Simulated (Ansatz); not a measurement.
NaCl:
```yaml
crystal:
  lattice:
    - [0.00000, 2.82604, 2.82604]
    - [2.82604, 0.00000, 2.82604]
    - [2.82604, 2.82604, 0.00000]
  atoms:
    - { symbol: Na, position: [0.00000, 0.00000, 0.00000] }
    - { symbol: Cl, position: [0.50000, 0.50000, 0.50000] }
```

Relaxed with HSE06.

Give the Bader charges and basin volumes of the independent atoms, DFT-HSE06 in the program Ansatz with PAW potentials.



| atom | Bader charge (e) | Bader volume (Å³) |
|---|---|---|
| Na1 | +0.88 | 9.3 |
| Cl2 | -0.88 | 35.8 |

Space group Fm-3m (rock salt). Symmetry was held in the HSE06 relaxation.

Potentials: the earlier of the program's two PAW sets.
